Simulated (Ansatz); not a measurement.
Cl (Cmce) from a database structure (r2SCAN+rVV10 geometry), in Ansatz:

```yaml
crystal:
  lattice:
    - [3.12524, -2.00725, 0.00000]
    - [3.12524, 2.00725, 0.00000]
    - [0.00000, 0.00000, 8.14656]
  atoms:
    - { symbol: Cl, position: [0.87564, 0.12436, 0.60748] }
    - { symbol: Cl, position: [0.12436, 0.87564, 0.39252] }
    - { symbol: Cl, position: [0.62436, 0.37564, 0.10748] }
    - { symbol: Cl, position: [0.37564, 0.62436, 0.89252] }
```

G0W0@PBE with 384 empty bands, a screening cutoff of 140 eV and a 4×4×2 mesh (PAW, contour deformation) gives 4.545 eV over the mesh points, from a PBE gap of 2.202 eV; it sums over 398 bands with 387 plane waves in the screening and a wave cutoff of 420 eV. The G0W0 figures hold for the stated bands, cutoff and mesh and aren't extrapolated. Spin-unpolarised throughout; all numbers are computed.

(1) Estimate the gap with potentials of the kind norm-conserving.

(2) Estimate the gap with frequency model Godby-Needs pole.

(3) Estimate the gap with mesh 6×6×2, empty bands 166, screening cutoff 80 eV.

## Answers

(1) 4.514 eV (-0.031 eV), from a Kohn-Sham gap of 2.180 eV.

(2) 4.744 eV (+0.199 eV), from a Kohn-Sham gap of 2.202 eV.

(3) 4.476 eV (-0.069 eV), from a Kohn-Sham gap of 2.202 eV.
